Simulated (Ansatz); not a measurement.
Eigenvalues along a path: YTi₂ (C15 type)

```
CELL_PARAMETERS angstrom
0.00000 4.01421 4.01421
4.01421 0.00000 4.01421
4.01421 4.01421 0.00000
ATOMIC_POSITIONS crystal
Y 0.12500 0.12500 0.12500
Y 0.87500 0.87500 0.87500
Ti 0.50000 0.50000 0.50000
Ti 0.50000 0.50000 0.00000
Ti 0.50000 0.00000 0.50000
Ti 0.00000 0.50000 0.50000
```

The cell comes from a relaxation on PAW files under the same functional, begun from a prototype that needn't be the stable phase.

All numbers are PBEsol results (scalar-relativistic) from Ansatz 0.2.0, with a Γ-centred 7×7×7 k mesh, Fermi–Dirac smearing of 0.05 eV, no spin polarisation. Methods: LAPW: all electrons, basis error target 1 meV/atom.

Path points, in fractions of the reciprocal vectors: Γ (0.000, 0.000, 0.000), X (0.500, 0.000, 0.500), U (0.625, 0.250, 0.625), K (0.375, 0.375, 0.750), L (0.500, 0.500, 0.500), W (0.500, 0.250, 0.750). The distance column jumps between branches of the path. Levels in eV from the Fermi level; bands 35 to 60, counted from the lowest band of the run. The gap is zero, the pressure -0.02 GPa.

```
# k(1/Å) point b35 b36 b37 b38 b39 b40 b41 b42 b43 b44 b45 b46 b47 b48 b49 b50 b51 b52 b53 b54 b55 b56 b57 b58 b59 b60
0.000 Γ -21.99 -21.99 -21.99 -21.77 -21.77 -21.77 -5.50 -2.25 -1.69 -1.69 -1.69 -0.79 -0.79 -0.79 -0.15 -0.15 -0.06 -0.06 0.39 0.39 0.39 1.75 1.88 1.88 1.88 2.18
0.112 - -21.99 -21.99 -21.99 -21.77 -21.77 -21.77 -5.43 -2.23 -1.76 -1.66 -1.66 -0.85 -0.79 -0.79 -0.14 -0.14 -0.07 0.00 0.30 0.38 0.38 1.64 1.87 1.89 1.89 2.17
0.224 - -22.00 -22.00 -21.98 -21.78 -21.76 -21.76 -5.25 -2.16 -1.91 -1.58 -1.58 -0.96 -0.76 -0.76 -0.12 -0.11 -0.07 0.10 0.11 0.34 0.34 1.38 1.84 1.84 1.84 2.15
0.335 - -22.01 -22.01 -21.96 -21.80 -21.75 -21.75 -4.95 -2.11 -2.07 -1.45 -1.45 -1.12 -0.69 -0.69 -0.29 -0.08 -0.06 0.03 0.18 0.26 0.26 1.03 1.67 1.67 1.81 2.13
0.447 - -22.02 -22.02 -21.95 -21.82 -21.74 -21.74 -4.55 -2.29 -1.96 -1.34 -1.29 -1.29 -0.58 -0.58 -0.56 -0.08 -0.02 0.09 0.13 0.13 0.15 0.69 1.44 1.44 1.83 2.13
0.559 - -22.03 -22.03 -21.93 -21.84 -21.73 -21.73 -4.08 -2.45 -1.90 -1.61 -1.11 -1.11 -0.74 -0.45 -0.45 -0.06 -0.04 -0.01 -0.01 0.01 0.15 0.46 1.19 1.19 1.90 2.17
0.671 - -22.03 -22.03 -21.91 -21.86 -21.73 -21.73 -3.56 -2.68 -1.91 -1.85 -0.92 -0.92 -0.74 -0.45 -0.45 -0.33 -0.04 -0.02 -0.02 0.01 0.20 0.34 0.95 0.95 2.01 2.20
0.783 X -22.03 -22.03 -21.88 -21.88 -21.73 -21.73 -3.07 -3.07 -1.93 -1.93 -0.80 -0.80 -0.58 -0.58 -0.54 -0.54 -0.01 -0.01 0.04 0.04 0.27 0.27 0.84 0.84 2.13 2.13
0.822 - -22.03 -22.03 -21.88 -21.88 -21.73 -21.73 -3.06 -3.06 -1.95 -1.93 -0.82 -0.80 -0.58 -0.58 -0.54 -0.54 0.00 0.00 0.04 0.05 0.26 0.27 0.84 0.85 2.10 2.14
0.862 - -22.03 -22.03 -21.89 -21.88 -21.73 -21.72 -3.06 -3.04 -2.00 -1.93 -0.86 -0.81 -0.57 -0.56 -0.54 -0.52 0.01 0.02 0.03 0.06 0.25 0.29 0.83 0.87 2.04 2.15
0.901 - -22.04 -22.03 -21.89 -21.88 -21.73 -21.72 -3.05 -3.02 -2.09 -1.93 -0.92 -0.81 -0.55 -0.54 -0.53 -0.49 0.02 0.04 0.04 0.09 0.23 0.31 0.83 0.91 1.97 2.18
0.941 - -22.04 -22.03 -21.89 -21.87 -21.73 -21.72 -3.03 -2.98 -2.19 -1.93 -1.00 -0.81 -0.53 -0.52 -0.52 -0.45 0.00 0.05 0.07 0.13 0.21 0.33 0.82 0.96 1.90 2.09
0.980 - -22.04 -22.03 -21.90 -21.87 -21.73 -21.72 -3.02 -2.93 -2.31 -1.92 -1.08 -0.81 -0.51 -0.51 -0.49 -0.40 -0.02 0.07 0.10 0.17 0.18 0.35 0.82 1.02 1.83 2.01
1.020 - -22.04 -22.03 -21.90 -21.86 -21.73 -21.72 -3.02 -2.88 -2.43 -1.91 -1.16 -0.81 -0.51 -0.49 -0.45 -0.35 -0.04 0.08 0.13 0.17 0.20 0.36 0.83 1.09 1.78 1.93
1.059 U -22.04 -22.03 -21.91 -21.85 -21.73 -21.72 -3.05 -2.81 -2.53 -1.90 -1.25 -0.81 -0.50 -0.47 -0.41 -0.29 -0.06 0.08 0.15 0.16 0.24 0.36 0.84 1.17 1.74 1.86
1.539 K -22.04 -22.03 -21.91 -21.85 -21.73 -21.72 -3.05 -2.81 -2.53 -1.90 -1.25 -0.81 -0.50 -0.47 -0.41 -0.29 -0.06 0.08 0.15 0.16 0.24 0.36 0.84 1.17 1.74 1.86
1.657 - -22.04 -22.02 -21.93 -21.84 -21.74 -21.72 -3.41 -2.58 -2.57 -1.83 -1.48 -0.84 -0.52 -0.38 -0.26 -0.11 -0.09 0.02 0.17 0.20 0.27 0.34 0.99 1.40 1.71 1.72
1.776 - -22.04 -22.01 -21.95 -21.82 -21.75 -21.73 -3.93 -2.43 -2.33 -1.70 -1.65 -0.97 -0.55 -0.25 -0.14 -0.14 -0.09 0.06 0.09 0.16 0.30 0.40 1.26 1.60 1.65 1.79
1.894 - -22.03 -22.01 -21.96 -21.80 -21.75 -21.74 -4.45 -2.27 -2.08 -1.75 -1.52 -1.17 -0.60 -0.34 -0.10 -0.08 -0.07 -0.02 0.09 0.19 0.39 0.59 1.57 1.69 1.71 1.90
2.013 - -22.01 -22.00 -21.97 -21.79 -21.76 -21.75 -4.88 -2.18 -1.89 -1.78 -1.39 -1.31 -0.69 -0.53 -0.08 -0.04 -0.04 0.02 0.11 0.28 0.28 0.96 1.78 1.80 1.87 1.96
2.131 - -22.00 -21.99 -21.98 -21.78 -21.76 -21.76 -5.22 -2.18 -1.77 -1.76 -1.56 -1.07 -0.76 -0.68 -0.10 -0.09 -0.03 0.13 0.16 0.25 0.34 1.33 1.83 1.87 1.92 2.08
2.250 - -21.99 -21.99 -21.99 -21.77 -21.77 -21.77 -5.43 -2.23 -1.71 -1.71 -1.66 -0.87 -0.79 -0.76 -0.14 -0.14 -0.05 0.00 0.32 0.35 0.38 1.63 1.87 1.89 1.89 2.17
2.369 Γ -21.99 -21.99 -21.99 -21.77 -21.77 -21.77 -5.50 -2.25 -1.69 -1.69 -1.69 -0.79 -0.79 -0.79 -0.15 -0.15 -0.06 -0.06 0.39 0.39 0.39 1.75 1.88 1.88 1.88 2.18
2.465 - -21.99 -21.99 -21.99 -21.77 -21.77 -21.77 -5.45 -2.24 -1.70 -1.70 -1.69 -0.85 -0.78 -0.78 -0.14 -0.14 -0.04 -0.04 0.35 0.37 0.37 1.66 1.88 1.89 1.89 2.18
2.562 - -21.99 -21.99 -21.99 -21.77 -21.76 -21.76 -5.31 -2.21 -1.70 -1.70 -1.68 -1.01 -0.74 -0.74 -0.11 -0.11 0.02 0.02 0.24 0.32 0.32 1.45 1.86 1.90 1.90 2.14
2.659 - -22.00 -22.00 -21.99 -21.78 -21.76 -21.76 -5.08 -2.23 -1.70 -1.70 -1.65 -1.21 -0.67 -0.67 -0.08 -0.08 0.07 0.07 0.11 0.28 0.28 1.16 1.87 1.92 1.92 2.08
2.756 - -22.00 -22.00 -21.99 -21.78 -21.76 -21.76 -4.78 -2.38 -1.70 -1.70 -1.65 -1.31 -0.57 -0.57 -0.04 -0.04 0.02 0.06 0.06 0.29 0.29 0.83 1.91 1.96 1.96 2.00
2.853 - -22.01 -22.01 -21.99 -21.78 -21.75 -21.75 -4.41 -2.67 -1.77 -1.69 -1.69 -1.18 -0.47 -0.47 -0.03 -0.03 -0.01 0.05 0.05 0.29 0.29 0.49 1.96 1.96 1.99 2.02
2.950 - -22.01 -22.01 -21.99 -21.78 -21.75 -21.75 -3.99 -3.06 -1.88 -1.68 -1.68 -0.98 -0.37 -0.37 -0.07 -0.07 -0.01 0.09 0.09 0.20 0.25 0.25 1.95 1.95 2.10 2.12
3.046 L -22.01 -22.01 -21.99 -21.78 -21.75 -21.75 -3.66 -3.39 -1.92 -1.68 -1.68 -0.87 -0.34 -0.34 -0.09 -0.09 -0.01 0.07 0.13 0.13 0.20 0.20 1.96 1.96 2.15 2.21
3.125 - -22.02 -22.01 -21.98 -21.78 -21.75 -21.74 -3.63 -3.37 -1.92 -1.71 -1.66 -0.87 -0.36 -0.34 -0.08 -0.07 -0.01 0.07 0.11 0.13 0.19 0.20 1.82 1.90 2.05 2.10
3.205 - -22.03 -22.01 -21.97 -21.80 -21.75 -21.74 -3.57 -3.30 -1.92 -1.80 -1.62 -0.84 -0.43 -0.34 -0.06 -0.03 -0.01 0.05 0.06 0.13 0.19 0.21 1.58 1.80 1.86 2.00
3.284 - -22.03 -22.02 -21.95 -21.81 -21.74 -21.73 -3.47 -3.19 -1.94 -1.92 -1.55 -0.80 -0.53 -0.34 -0.10 -0.07 -0.03 0.01 0.10 0.13 0.21 0.25 1.33 1.66 1.73 1.90
3.363 - -22.04 -22.02 -21.93 -21.83 -21.74 -21.73 -3.34 -3.04 -2.11 -1.96 -1.45 -0.76 -0.63 -0.35 -0.21 -0.13 -0.07 0.01 0.12 0.20 0.21 0.35 1.09 1.46 1.69 1.81
3.442 - -22.04 -22.03 -21.92 -21.85 -21.73 -21.72 -3.18 -2.87 -2.29 -2.04 -1.33 -0.75 -0.70 -0.34 -0.33 -0.17 -0.12 -0.03 0.14 0.22 0.29 0.50 0.87 1.25 1.68 1.76
3.521 - -22.04 -22.03 -21.90 -21.86 -21.73 -21.72 -3.01 -2.75 -2.42 -2.18 -1.19 -0.89 -0.64 -0.45 -0.29 -0.18 -0.15 -0.11 0.18 0.23 0.39 0.67 0.68 1.05 1.69 1.72
3.600 W -22.04 -22.04 -21.88 -21.88 -21.72 -21.72 -2.83 -2.83 -2.34 -2.34 -1.04 -1.04 -0.55 -0.55 -0.21 -0.21 -0.17 -0.17 0.21 0.21 0.52 0.52 0.86 0.86 1.70 1.70
3.656 - -22.04 -22.04 -21.88 -21.88 -21.72 -21.72 -2.85 -2.85 -2.32 -2.32 -1.03 -1.03 -0.55 -0.55 -0.26 -0.26 -0.13 -0.13 0.20 0.20 0.49 0.49 0.87 0.87 1.72 1.72
3.712 - -22.04 -22.04 -21.88 -21.88 -21.72 -21.72 -2.90 -2.90 -2.25 -2.25 -1.00 -1.00 -0.55 -0.55 -0.32 -0.32 -0.08 -0.08 0.18 0.18 0.43 0.43 0.89 0.89 1.76 1.76
3.768 - -22.04 -22.04 -21.88 -21.88 -21.72 -21.72 -2.95 -2.95 -2.16 -2.16 -0.96 -0.96 -0.55 -0.55 -0.39 -0.39 -0.03 -0.03 0.15 0.15 0.36 0.36 0.89 0.89 1.84 1.84
3.823 - -22.03 -22.03 -21.88 -21.88 -21.73 -21.73 -3.00 -3.00 -2.08 -2.08 -0.91 -0.91 -0.56 -0.56 -0.45 -0.45 0.00 0.00 0.11 0.11 0.31 0.31 0.88 0.88 1.93 1.93
3.879 - -22.03 -22.03 -21.88 -21.88 -21.73 -21.73 -3.04 -3.04 -2.00 -2.00 -0.86 -0.86 -0.56 -0.56 -0.50 -0.50 0.02 0.02 0.06 0.06 0.28 0.28 0.86 0.86 2.03 2.03
3.935 - -22.03 -22.03 -21.88 -21.88 -21.73 -21.73 -3.06 -3.06 -1.95 -1.95 -0.82 -0.82 -0.57 -0.57 -0.54 -0.54 0.00 0.00 0.04 0.04 0.27 0.27 0.84 0.84 2.11 2.11
3.991 X -22.03 -22.03 -21.88 -21.88 -21.73 -21.73 -3.07 -3.07 -1.93 -1.93 -0.80 -0.80 -0.58 -0.58 -0.54 -0.54 -0.01 -0.01 0.04 0.04 0.27 0.27 0.84 0.84 2.13 2.13
```
